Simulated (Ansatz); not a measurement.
Si (P6/mmm), stationary points along a deformation path

Method: DFT LDA, scalar-relativistic, plane waves, PAW (Ansatz 0.2.0). The runs took a 420 eV cutoff, a Γ-centred 24×24×22 mesh and Gaussian smearing (0.15 eV). No spin polarisation. Energies are free energies at this smearing, counted from the undisturbed cell; pressure is positive in compression.

Reference structure (as given, not relaxed at this level; it stands at -0.8 GPa; this form isn't the usual structure):

```xyz
1
Lattice="2.6205 0.0000 0.0000 -1.3103 2.2695 0.0000 0.0000 0.0000 2.4664" Properties=species:S:1:pos:R:3 pbc="T T T"
Si    0.0000    0.0000    0.0000
```

At fixed volume and fractional coordinates, lengths along (0.000, 0.000, 1.000) are scaled against those across it; ρ is that ratio over its starting value. V = 14.668 Å³/atom. Δσ is the stress along the axis less the mean stress across it (compression positive).

| ρ | ΔE (meV/atom) | Δσ (GPa) | space group |
| --- | --- | --- | --- |
| 0.800 | 478.6 | 83.34 | P6/mmm |
| 0.850 | 223.0 | 54.75 | P6/mmm |
| 0.920 | 48.9 | 21.57 | P6/mmm |
| 0.960 | 10.0 | 8.94 | P6/mmm |
| 1.000 | 0.0 | -0.41 | P6/mmm |
| 1.050 | 19.0 | -12.66 | P6/mmm |
| 1.100 | 69.1 | -21.71 | P6/mmm |
| 1.200 | 217.5 | -32.66 | P6/mmm |
| 1.300 | 397.3 | -40.30 | P6/mmm |

Problem. How does the stress give the slope of the energy, and where is the energy stationary?

Solution. Along the path d ln(length) is 2/3 d ln ρ on the axis and −1/3 d ln ρ across it, so dE/d ln ρ = −(2/3) V Δσ: the energy falls with ρ where Δσ is positive. Δσ vanishes or changes sign between ρ = 0.960 and 1.000, a minimum (near 1.00 by linear interpolation). Pairs of stationary points between two samples would go unseen, and could change a minimum read from distant neighbours into a maximum.

Problem. Integrate that slope from ρ = 1 to 0.850 by the trapezoid rule.

Solution. With V/N in Å³ and 1 eV/Å³ = 160.2 GPa the slopes at ρ = 1.000, 0.960, 0.920, 0.850 are 25, -546, -1316, -3342 meV/atom per unit of ln ρ. The steps add 10.6 + 39.6 + 184.3 = 234.6 meV/atom, against 223.0 from the energies; the trapezoid rule misses the curvature of the slope within each step.

In a metal these slopes depend on the k mesh and the smearing.